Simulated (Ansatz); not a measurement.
C in space group Fmmm (No. 69; C on 8h) under volume change, r²SCAN in the plane-wave PAW code Ansatz, shape and atoms relaxed at each volume.

```
V (Å³/atom)  E − E(relaxed) (meV/atom)  P (GPa)
-----------  -------------------------  -------
8.498                              6.8     3.24
8.779                              2.5     1.74
9.059                              0.5     0.68
9.339                              0.0     0.00
9.619                                ?        ?
9.899                                ?        ?
10.180                             3.1    -0.87
```

### Question
Complete the blanks.

### Answer

- 9.619, E − E(relaxed) (meV/atom): 0.5
- 9.619, P (GPa): -0.48
- 9.899, E − E(relaxed) (meV/atom): 1.6
- 9.899, P (GPa): -0.74

### Question
What does a third-order Birch–Murnaghan fit give for V₀, B₀ and B′?

### Answer
V₀ = 9.33 Å³/atom, B₀ = 19.7 GPa, B′ = 13.5.

The workflow started from an entry of the Crystallography Open Database (COD), which files this formula under 8 space groups. It is not the phase usual at ambient conditions (space group No. 194, 227). The cell keeps a stress of up to 0.2 GPa. Symmetry was held in the r²SCAN relaxation; its stability against distortions is not shown here. A crystal of weakly bound layers computed without a dispersion correction: the cell and the soft elastic constants depend strongly on that.

Potentials: the later of the program's two PAW sets.
